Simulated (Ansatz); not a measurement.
GeB2Mo2:
```yaml
crystal:
  lattice:
    - [3.13369, 0.00000, 0.00000]
    - [-1.56684, 2.71385, 0.00000]
    - [0.00000, 0.00000, 6.75381]
  atoms:
    - { symbol: Mo, position: [0.33333, 0.66667, 0.71870] }
    - { symbol: Mo, position: [0.33333, 0.66667, 0.28130] }
    - { symbol: Ge, position: [0.00000, 0.00000, 0.00000] }
    - { symbol: B, position: [0.00000, 0.00000, 0.50000] }
    - { symbol: B, position: [0.66667, 0.33333, 0.50000] }
```

Relaxed with r²SCAN.

Problem. Give the Bader charges and basin volumes of the independent atoms, r²SCAN (plane waves, PAW; program Ansatz).

Solution. 

```json
[
 {"atom": "Mo1", "Bader charge (e)": "+0.74", "Bader volume (Å³)": "13.3"},
 {"atom": "Ge3", "Bader charge (e)": "-0.43", "Bader volume (Å³)": "16.3"},
 {"atom": "B4", "Bader charge (e)": "-0.51", "Bader volume (Å³)": "7.2"},
 {"atom": "B5", "Bader charge (e)": "-0.55", "Bader volume (Å³)": "7.4"}
]
```

Space group P-6m2. The start of the workflow was typed in or built on a structure type; neither database checked (COD, Materials Project) lists it. Its standing as an ambient phase is unchecked. The r²SCAN relaxation kept the symmetry of its start; its stability against distortions is not shown here. The run is not spin-polarised.

Potentials: the earlier of the program's two PAW sets. The files were generated under PBE; for other functionals the program regenerates the frozen cores, and for LDA and PBEsol the local potential too.
